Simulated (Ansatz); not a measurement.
# Computed energy against volume: TaC (rock salt)

TaC (rock salt), conventional cell a = b = c = 4.476 Å, α = β = γ = 90.00°. The calculation uses the primitive cell of 2 atoms, to which meshes and values per cell refer.

This relaxed cell (volume V₀) is scaled evenly in all directions, its shape held. Symmetry pins the atoms to their sites.

These are PBE (plane waves to 420 eV, PAW, scalar-relativistic; Ansatz, a quantum-chemistry and plane-wave program) values and carry that method's errors. k mesh 19×19×19 (Γ-centred), Fermi-Dirac smearing 0.05 eV. E stands for the smeared free energy. Compression counts positive. Spin-orbit coupling is left out, though Ta is heavy. TaC is run without spin polarisation. TaC was relaxed with its symmetry unable to fall. The zero of ΔE is the relaxed starting cell.

```
V/V₀   ΔE (meV/atom)  P (GPa)
-----  -------------  -------
0.900            135     42.5
0.920             83     32.1
0.940             45     22.8
0.960             19     14.3
0.980              5      6.8
1.000              0     -0.1
1.020              4     -6.2
1.040             17    -11.8
1.060             37    -16.8
1.080             64    -21.3
1.100             96    -25.3
```

Key numbers:

| Quantity | Value |
|---|---|
| Pressure at the smallest volume | 42.5 GPa |
| Energy cost of the largest compression | 135 meV/atom |
| Energy cost of the largest expansion | 96 meV/atom |
| Bulk modulus B₀ (third-order Birch-Murnaghan fit) | 324 GPa |
| Pressure derivative B₀′ (fit) | 4.2 |
| Equilibrium volume of the fit | 11.21 Å³/atom |
| Pressure for 5 % compression (fit) | 18.5 GPa |

The 11 points together took very roughly 70 core-seconds.

(Under strain, the slope of the energy per volume gives the stress and its curvature an elastic modulus.)
